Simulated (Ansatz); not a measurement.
HgTe (zinc blende)

```
HgTe
1.0
    0.00000     3.28672     3.28672
    3.28672     0.00000     3.28672
    3.28672     3.28672     0.00000
Te Hg
1 1
Direct
  0.75000   0.75000   0.75000
  0.00000   0.00000   0.00000
```

The slice is a {100} plane (indices of the conventional cell) through the point (0.750, 0.750, 0.750) (fractional), spanned by u = [100] and v = [0 1 -1] in vectors of this cell: u (4.65 Å) and v (4.65 Å, at 90° to u). It covers one period; positions are fractions (u, v).

The numbers are results of r2SCAN (plane waves to 500 eV, PAW, scalar-relativistic; Ansatz, an electronic-structure program), not measurements. k mesh 12×12×12. These are valence fields of a PAW run, semicore shells included where kept as valence: close to a nucleus they are smooth pseudo fields. At this level the bands of HgTe touch or barely overlap. HgTe was relaxed with its symmetry unable to fall. Spin-orbit coupling is left out, though Hg and Te are heavy. The PAW data are Ansatz's earlier set.

Task: Sketch the electron localisation function (ELF) on this plane as a map.

Result: 
| v \ u | 0.00 | 0.10 | 0.20 | 0.30 | 0.40 | 0.50 | 0.60 | 0.70 | 0.80 | 0.90 |
|---|---|---|---|---|---|---|---|---|---|---|
| 0.90 | x | 0.25 | 0.54 | 0.58 | 0.20 | 0.13 | 0.20 | 0.58 | 0.54 | 0.25 |
| 0.75 | 0.62 | 0.64 | 0.59 | 0.30 | 0.08 | 0.05 | 0.08 | 0.30 | 0.59 | 0.64 |
| 0.60 | 0.22 | 0.20 | 0.12 | 0.05 | 0.01 | 0.01 | 0.01 | 0.05 | 0.12 | 0.20 |
| 0.45 | 0.16 | 0.14 | 0.09 | 0.03 | 0.01 | 0.01 | 0.01 | 0.03 | 0.09 | 0.14 |
| 0.30 | 0.61 | 0.58 | 0.42 | 0.17 | 0.05 | 0.03 | 0.05 | 0.17 | 0.42 | 0.58 |
| 0.15 | 0.30 | 0.41 | 0.61 | 0.52 | 0.16 | 0.11 | 0.16 | 0.52 | 0.61 | 0.41 |
| 0.00 | x | x | 0.48 | 0.61 | 0.22 | 0.15 | 0.22 | 0.61 | 0.48 | x |

Values: electron localisation function (ELF). Points within 0.5 Å of a nucleus are blanked (x), as the pseudised field means little there.
